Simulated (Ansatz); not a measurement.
Here is the system:

TaSi:
```yaml
crystal:
  lattice:
    - [0.00000, 2.57483, 2.57483]
    - [2.57483, 0.00000, 2.57483]
    - [2.57483, 2.57483, 0.00000]
  atoms:
    - { symbol: Si, position: [0.00000, 0.00000, 0.00000] }
    - { symbol: Ta, position: [0.50000, 0.50000, 0.50000] }
```

This is the PBE-relaxed structure.

Task: All from PBE (plane waves, PAW; program Ansatz), unless another level is named. Give the Poisson's ratio.

Result: 0.31.

Task: Give the highest zone-centre frequency.

Result: 356 cm⁻¹.

Space group Fm-3m (rock salt). The cell is a constructed one: a structure type filled with these elements; neither database checked (COD, Materials Project) lists it. Whether it is the stable phase at ambient conditions was not checked. Symmetry was held in the PBE relaxation; of distortions, only those at the zone centre were tested. No spin polarisation was allowed. As this level gives no gap, phonon frequencies hold no LO–TO term and depend on the k-mesh and smearing (Fermi–Dirac, 0.1 eV here). Spin–orbit coupling is left out wherever it is not named.

Potentials: the later of the program's two PAW sets.
